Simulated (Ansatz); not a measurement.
# HgTe (zincblende type) under strong compression

```yaml
crystal:
  lattice:
    - [0.00000, 3.32586, 3.32586]
    - [3.32586, 0.00000, 3.32586]
    - [3.32586, 3.32586, 0.00000]
  atoms:
    - { symbol: Hg, position: [0.00000, 0.00000, 0.00000] }
    - { symbol: Te, position: [0.25000, 0.25000, 0.25000] }
```

The cell comes from a relaxation on PAW files under the same functional, begun from a prototype that needn't be the stable phase.

Its volume is scaled at fixed shape and fractional positions.

Computed with Ansatz 0.2.0; functional PBE, scalar-relativistic. Settings: a Γ-centred 11×11×11 k mesh, Fermi–Dirac smearing of 0.05 eV, no spin polarisation. Methods: LAPW: all electrons, basis error target 1 meV/atom; PAW: frozen-core files, cutoff 420 eV; crystal datasets: all electrons, by PAW datasets that the program makes for each cell; norm-conserving: pseudopotentials, cutoff 1120 eV; PAW (cutoff 800 eV): frozen-core files, cutoff 800 eV.

Energies are extrapolated to zero smearing and count from the unscaled cell; pressure is positive in compression; gaps take the mesh and a band path. No temperature or zero-point motion is included.

Spin–orbit coupling is left out, which matters for the heavy atoms.

```tsv
V/V0	V (Å³/atom)	P LAPW (GPa)	ΔE LAPW (eV/atom)	P PAW − LAPW (GPa)	ΔE PAW − LAPW (meV/atom)	gap (eV)
1.00	36.79	-0.02	0.000	0.00	0.0	0.00
0.94	34.58	?	?	?	?	?
0.88	32.37	6.06	0.073	-0.01	0.0	0.00
0.80	29.43	13.55	0.247	-0.02	-0.1	0.00
0.72	26.49	26.2	0.602	-0.04	-0.6	0.00
0.64	23.54	48.0	1.264	-0.04	-1.3	–
0.55	20.23	94.5	2.681	-0.04	-2.1	0.44
```

(1) Fit the Vinet equation to the LAPW pressures shown (residuals weighted by 1/(|P| + 0.03·Pmax)), and predict the pressure of the withheld row.

(2) At the smallest volume, how far do crystal datasets and norm-conserving and PAW (cutoff 800 eV) lie from LAPW in pressure?

(3) How do the Löwdin populations by LAPW change from the unscaled cell to the last row?

## Answers

(1) The fit gives V0 = 36.78 Å³/atom, B0 = 33 GPa and B0′ = 5.65. At 34.58 Å³/atom, x = (V/V0)^(1/3) = 0.9797, and P = 3·B0·(1 − x)/x²·exp[1.5·(B0′ − 1)·(1 − x)] = 2.42 GPa. The run itself gave 2.47 GPa (-2.0 % off) and ΔE = 0.016 eV/atom.

(2) crystal datasets: 0.00 GPa; norm-conserving: +0.35 GPa; PAW (cutoff 800 eV): -0.08 GPa, on a LAPW pressure of 94.5 GPa.

(3) Hg 6s 1.10 → 0.92, Hg 5d 9.96 → 9.88, Te 5s 1.94 → 1.82, Te 5p 4.79 → 5.02 electrons an atom. These are projections on the shells that the free atoms fill; 0.22 e a cell lies outside them at the start and 0.40 e at the end.
